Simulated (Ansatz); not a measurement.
According to r²SCAN (plane waves, PAW; program Ansatz), S in the α-S8 structure (Fddd) relaxes to a = 10.797 Å, b = 13.208 Å, c = 24.914 Å. S on 32h has 2 nearest neighbours from 2.05 Å (bent); S on 32h has 2 nearest neighbours from 2.06 Å (bent); S on 32h has 2 nearest neighbours from 2.06 Å (bent); S on 32h has 2 nearest neighbours from 2.06 Å (bent).

It is gapped at this level: 2.47 eV (indirect).

The cell was relaxed with r²SCAN under the symmetry of its start. A crystal of weakly bound molecules computed without a dispersion correction: the cell and the soft elastic constants depend strongly on that.

Potentials: the later of the program's two PAW sets.
